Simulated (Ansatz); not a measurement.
Input and command of a plane-wave DFT calculation in Ansatz:

```yaml
crystal:
  lattice:
    - [1.76169266, -2.05409528, 0.0]
    - [1.76169266, 2.05409528, 0.0]
    - [0.0, 0.0, 3.86099301]
  atoms:
    - { symbol: Ti, position: [0.5, 0.5, 0.0] }
    - { symbol: Si, position: [0.0, 0.0, 0.5] }
basis:
  ecutwfc: 500
kpoints:
  mp_grid: { grid: [18, 18, 12] }
hamiltonian:
  xc: r2scan
scf:
  occupations: { method: gaussian, width: 0.15 }
output:
  forces: true
  stress: true
  eigenvalues: true
```

```bash
ansatz run input.yaml --threads 1 --pin off --max-ram 2560MiB --backend cpu --events-out ev --progress --plain --runs-dir out
```

Processor: Arm Neoverse V1, 1 thread, on a host shared with other jobs.

Question: Estimate time, memory and problem size.

Answer: About 28 s on 1 thread of Arm Neoverse V1, with other jobs on the host, peak memory 0.57 GiB. It solves 12 bands at 637 k points (the mesh reduced by symmetry) with about 719 plane waves, in 7 SCF iterations.
